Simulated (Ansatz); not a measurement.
BaInHO2 in space group P4/mmm (No. 123; Ba on 1d, In on 1a, O on 2f, H on 1b), PBEsol (plane waves, PAW; program Ansatz). The conduction-band minimum lies at Z, with 1 equivalent valley. Second derivatives d²E/dk² of the lowest band at one valley (eV·Å²), along Cartesian directions:

| direction | d²E/dk² |
|---|---|
| [100] | 36.26 |
| [010] | 36.26 |
| [001] | 45.59 |
| [110] | 36.25 |
| [101] | 40.91 |
| [011] | 40.91 |

Problem. Find the principal effective masses, the density-of-states mass and the conductivity mass.

Solution. Off-diagonal terms follow from H_xy = H[110] − (H_xx + H_yy)/2, and m*/mₑ = 7.620 eV·Å² over each eigenvalue: 0.17, 0.21, 0.21. One valley's DOS mass (m₁m₂m₃)^(1/3) = 0.19, conductivity mass 3/(Σ 1/mᵢ) = 0.19 mₑ.

Problem. What effective density of states Nc follows at 300 K for parabolic valleys?

Solution. Nc = 2.509e19 × 1 × (0.19)^(3/2) ≈ 2.1e18 cm⁻³.

Problem. With the computed static dielectric constant 64.5 (mean of the diagonal), estimate a hydrogenic donor's binding energy and radius.

Solution. E = 13.606 eV × 0.19/64.5² ≈ 0.62 meV; a = 0.529 Å × ε/m* ≈ 180 Å. Semilocal masses tend to be too small when the gap is underestimated.

The start of the workflow was typed in or built on a structure type; neither database checked (COD, Materials Project) lists it. Whether it is the stable phase at ambient conditions was not checked. The cell was relaxed with PBEsol under the symmetry of its start. At this level the phase is dynamically unstable (imaginary phonons). Scalar-relativistic: spin–orbit coupling is off unless named, which matters more the heavier the elements.

Potentials: the earlier of the program's two PAW sets. The files were generated under PBE; for other functionals the program regenerates the frozen cores, and for LDA and PBEsol the local potential too.
